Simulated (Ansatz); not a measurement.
MoSe2 in space group P6_3/mmc (No. 194; Mo on 2c, Se on 4f), PBE in the plane-wave PAW code Ansatz. The conduction-band minimum lies on the K–Γ line, 46 % of the way from K, with 6 equivalent valleys. Second derivatives d²E/dk² of the lowest band at one valley (eV·Å²), along Cartesian directions:

```json
[
 {"direction": "[100]", "d²E/dk²": "9.208"},
 {"direction": "[010]", "d²E/dk²": "11.75"},
 {"direction": "[001]", "d²E/dk²": "8.587"},
 {"direction": "[110]", "d²E/dk²": "12.68"},
 {"direction": "[101]", "d²E/dk²": "8.901"},
 {"direction": "[011]", "d²E/dk²": "10.17"}
]
```

### Question
Find the principal effective masses, the density-of-states mass and the conductivity mass.

### Answer
Off-diagonal terms follow from H_xy = H[110] − (H_xx + H_yy)/2, and m*/mₑ = 7.620 eV·Å² over each eigenvalue: 0.59, 0.89, 0.96. One valley's DOS mass (m₁m₂m₃)^(1/3) = 0.79, conductivity mass 3/(Σ 1/mᵢ) = 0.77 mₑ.

### Question
What effective density of states Nc follows at 300 K for parabolic valleys?

### Answer
Nc = 2.509e19 × 6 × (0.79)^(3/2) ≈ 1.1e20 cm⁻³.

Symmetry was held in the PBE relaxation. No spin polarisation was allowed. The volume lies over 15 % above that of the usual cell of this phase: another minimum, or an error of the functional. A crystal of weakly bound layers computed without a dispersion correction: the cell and the soft elastic constants depend strongly on that. Spin–orbit coupling is left out wherever it is not named.

Potentials: the later of the program's two PAW sets.

Edges and masses are those of Kohn–Sham bands, whose gap is no quasiparticle gap.
